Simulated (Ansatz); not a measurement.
TiIn$_{2}$:
```cif
data_In4Ti2
_chemical_formula_sum 'In4 Ti2'
_space_group_name_H-M_alt 'P 1'
_space_group_IT_number 1
_cell_length_a 6.73187
_cell_length_b 5.66822
_cell_length_c 5.37680
_cell_angle_alpha 75.054
_cell_angle_beta 54.441
_cell_angle_gamma 50.506
loop_
_space_group_symop_operation_xyz
  'x, y, z'
loop_
_atom_site_label
_atom_site_type_symbol
_atom_site_fract_x
_atom_site_fract_y
_atom_site_fract_z
_atom_site_occupancy
In1 In 0.07341 0.42659 0.07341 1
In2 In 0.42659 0.07341 0.42659 1
In3 In 0.17659 0.82341 0.17659 1
In4 In 0.82341 0.17659 0.82341 1
Ti1 Ti 0.75000 0.75000 0.75000 1
Ti2 Ti 0.50000 0.50000 0.50000 1
```

Relaxed with DFT-r²SCAN in the program Ansatz with PAW potentials. Indices refer to the conventional cell of Fddd, a = 5.6073 Å, b = 9.1760 Å, c = 9.8526 Å, α = 90.00°, β = 90.00°, γ = 90.00°.

Simulate the powder diffraction pattern (Cu Kα, λ = 1.54184 Å; lines above 1 %) up to 2θ = 90°.

Simulated powder pattern, Cu Kα, λ = 1.54184 Å (kinematic, ideal powder, no thermal factors, no anomalous dispersion; the 30 strongest lines at most, above 1 %, up to 2θ = 90°):

```json
[
 {"2θ (°)": "20.64", "d (Å)": "4.304", "I/Imax (%)": "14", "hkl": "(111)"},
 {"2θ (°)": "26.55", "d (Å)": "3.357", "I/Imax (%)": "22", "hkl": "(022)"},
 {"2θ (°)": "33.08", "d (Å)": "2.708", "I/Imax (%)": "4.7", "hkl": "(113)"},
 {"2θ (°)": "34.62", "d (Å)": "2.591", "I/Imax (%)": "100", "hkl": "(131)"},
 {"2θ (°)": "36.48", "d (Å)": "2.463", "I/Imax (%)": "45", "hkl": "(004)"},
 {"2θ (°)": "36.89", "d (Å)": "2.437", "I/Imax (%)": "86", "hkl": "(202)"},
 {"2θ (°)": "37.60", "d (Å)": "2.392", "I/Imax (%)": "9.2", "hkl": "(220)"},
 {"2θ (°)": "43.54", "d (Å)": "2.079", "I/Imax (%)": "52", "hkl": "(133)"},
 {"2θ (°)": "53.34", "d (Å)": "1.717", "I/Imax (%)": "6.0", "hkl": "(151)"},
 {"2θ (°)": "53.39", "d (Å)": "1.716", "I/Imax (%)": "6.7", "hkl": "(224)"},
 {"2θ (°)": "58.06", "d (Å)": "1.589", "I/Imax (%)": "21", "hkl": "(135)"},
 {"2θ (°)": "58.64", "d (Å)": "1.574", "I/Imax (%)": "21", "hkl": "(331)"},
 {"2θ (°)": "59.82", "d (Å)": "1.546", "I/Imax (%)": "2.4", "hkl": "(026)"},
 {"2θ (°)": "60.06", "d (Å)": "1.540", "I/Imax (%)": "4.2", "hkl": "(153)"},
 {"2θ (°)": "63.72", "d (Å)": "1.461", "I/Imax (%)": "14", "hkl": "(062)"},
 {"2θ (°)": "65.01", "d (Å)": "1.435", "I/Imax (%)": "15", "hkl": "(333)"},
 {"2θ (°)": "65.92", "d (Å)": "1.417", "I/Imax (%)": "15", "hkl": "(206)"},
 {"2θ (°)": "66.73", "d (Å)": "1.402", "I/Imax (%)": "7.0", "hkl": "(400)"},
 {"2θ (°)": "70.09", "d (Å)": "1.343", "I/Imax (%)": "11", "hkl": "(260)"},
 {"2θ (°)": "72.35", "d (Å)": "1.306", "I/Imax (%)": "2.4", "hkl": "(155)"},
 {"2θ (°)": "72.87", "d (Å)": "1.298", "I/Imax (%)": "2.4", "hkl": "(351)"},
 {"2θ (°)": "73.16", "d (Å)": "1.294", "I/Imax (%)": "2.6", "hkl": "(422)"},
 {"2θ (°)": "76.40", "d (Å)": "1.247", "I/Imax (%)": "9.1", "hkl": "(137)"},
 {"2θ (°)": "76.90", "d (Å)": "1.240", "I/Imax (%)": "9.0", "hkl": "(335)"},
 {"2θ (°)": "77.51", "d (Å)": "1.232", "I/Imax (%)": "4.5", "hkl": "(008)"},
 {"2θ (°)": "78.51", "d (Å)": "1.218", "I/Imax (%)": "8.7", "hkl": "(404)"},
 {"2θ (°)": "78.66", "d (Å)": "1.216", "I/Imax (%)": "1.9", "hkl": "(353)"},
 {"2θ (°)": "81.68", "d (Å)": "1.179", "I/Imax (%)": "14", "hkl": "(264)"},
 {"2θ (°)": "87.08", "d (Å)": "1.119", "I/Imax (%)": "6.0", "hkl": "(066)"},
 {"2θ (°)": "89.50", "d (Å)": "1.095", "I/Imax (%)": "1.6", "hkl": "(228)"}
]
```

The start of the workflow was typed in or built on a structure type; neither database checked (COD, Materials Project) lists it. Whether it is the stable phase at ambient conditions was not checked. The r²SCAN relaxation kept the symmetry of its start; its stability against distortions is not shown here. The run is not spin-polarised. Axis ratios of metals converge slowly with the k-mesh, so a and c are less sure than the volume.

Potentials: the earlier of the program's two PAW sets. The files were generated under PBE; for other functionals the program regenerates the frozen cores, and for LDA and PBEsol the local potential too.
